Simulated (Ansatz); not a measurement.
Start of a relaxation, Zn put at a bridge Ni-Si site (Si2Ni, Fm-3m (No. 225), (1 1 1) face):

```yaml
crystal:
  lattice:
    - [3.81230, 0.00000, 0.00000]
    - [-1.90615, 3.30155, 0.00000]
    - [0.00000, 0.00000, 26.78183]
  atoms:
    - { symbol: Si, position: [0.00000, 0.00000, 0.31738] }
    - { symbol: Ni, position: [0.66667, 0.33333, 0.34644] }
    - { symbol: Si, position: [0.33333, 0.66667, 0.37549] }
    - { symbol: Si, position: [0.66667, 0.33333, 0.43360] }
    - { symbol: Ni, position: [0.33333, 0.66667, 0.46304] }
    - { symbol: Si, position: [0.00000, 0.00000, 0.49217] }
    - { symbol: Si, position: [0.33333, 0.66667, 0.55087] }
    - { symbol: Ni, position: [0.00000, 0.00000, 0.57778] }
    - { symbol: Si, position: [0.66667, 0.33333, 0.60337] }
    - { symbol: Zn, position: [0.83333, 0.66667, 0.68029] }
```

Computed with DFT PBEsol, scalar-relativistic, plane waves, PAW (Ansatz). Plane waves to 420 eV, a k mesh through Γ of 9×9×1 on the computed 10-atom cell and Gaussian smearing (0.10 eV); no spin polarisation. The cell repeats along c with a dipole correction in the vacuum.

Atoms 1, 2, 3, 4 (counted from 1) are held. The cell is fixed. Force threshold 0.03 eV/Å.

| step | E − E_final (eV) | largest force (eV/Å) |
| --- | --- | --- |
| 1 | 0.355 | 0.545 |
| 2 | 0.309 | 0.403 |
| 3 | 0.243 | 0.209 |
| 4 | 0.170 | 0.383 |
| 5 | 0.081 | 0.322 |
| 6 | 0.024 | 0.208 |
| 7 | 0.004 | 0.107 |
| 8 | 0.000 | 0.015 |
| 9 | 0.000 | 0.015 |
| 10 | 0.000 | 0.007 |

**Question.** What is the final structure?

**Answer.**
```
CELL_PARAMETERS angstrom
3.81230 0.00000 0.00000
-1.90615 3.30155 0.00000
0.00000 0.00000 26.78183
ATOMIC_POSITIONS crystal
Si 0.00000 0.00000 0.31738
Ni 0.66667 0.33333 0.34644
Si 0.33333 0.66667 0.37549
Si 0.66667 0.33333 0.43360
Ni 0.33337 0.66674 0.46294
Si 0.00003 0.00007 0.49277
Si 0.33307 0.66613 0.55105
Ni 0.99965 0.99931 0.57778
Si 0.66642 0.33283 0.61175
Zn 0.99983 0.99967 0.66722
```

The end is the local minimum or symmetric point that this start leads to. The slab is only 7.8 Å thick, so the energy isn't converged with thickness.

Spin polarisation was left out, and a magnetic state may lie lower.

Cost: 1 run of about 8.4 core-minutes, on Intel Xeon Platinum 8488C (Sapphire Rapids) (shared hosts).